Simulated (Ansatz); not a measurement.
# Ag3O: reading a single point

```
CELL_PARAMETERS angstrom
5.28883 0.00000 0.00000
-2.64442 4.58026 0.00000
0.00000 0.00000 4.92384
ATOMIC_POSITIONS crystal
O 0.33330 0.66670 0.50000
O 0.66670 0.33330 0.50000
Ag 0.31080 0.00000 0.22280
Ag 0.00000 0.31080 0.22280
Ag 0.68920 0.68920 0.22280
Ag 0.00000 0.68920 0.77720
Ag 0.68920 0.00000 0.77720
Ag 0.31080 0.31080 0.77720
```

Level: PBEsol, no spin polarisation; 420 eV; 7×7×7 Γ-centred mesh; fermi-dirac occupations (width 0.1 eV); Ansatz 0.2.0, fixed geometry.

Stress: The pressure is -0.8 GPa (compression positive), so with the atoms held at these fractions the cell would first shrink.
Contacts: O–Ag at 2.28 Å: least valence density 0.41 e/Å³ and ELF 0.13 there. These are pseudo-fields; inside the PAW spheres they differ from the all-electron ones.
Charges: Bader charges in e: Ag +0.32, O -0.96. In the mean Ag gives up most and O takes most.
Forces: The largest is on Ag5 (and as large on other atoms): 0.17 eV/Å, components (0.01, 0.02, -0.17). It makes 130° with the line to a nearest neighbour, O1 at 2.28 Å.
At the Fermi level: It is a metal, with about 1.2 states/eV a cell as the mean within 0.25 eV of the Fermi level, mostly O p (42 %), Ag d (38 %) and Ag s (13 %).

Origin: a database entry at a rescaled volume.

Run time, from a saved density: 95 s on 1 thread of Arm Neoverse V1, with other jobs on the host, peak memory 0.65 GiB. The time holds forces, stress, Bader, DOS, bands, ELF.
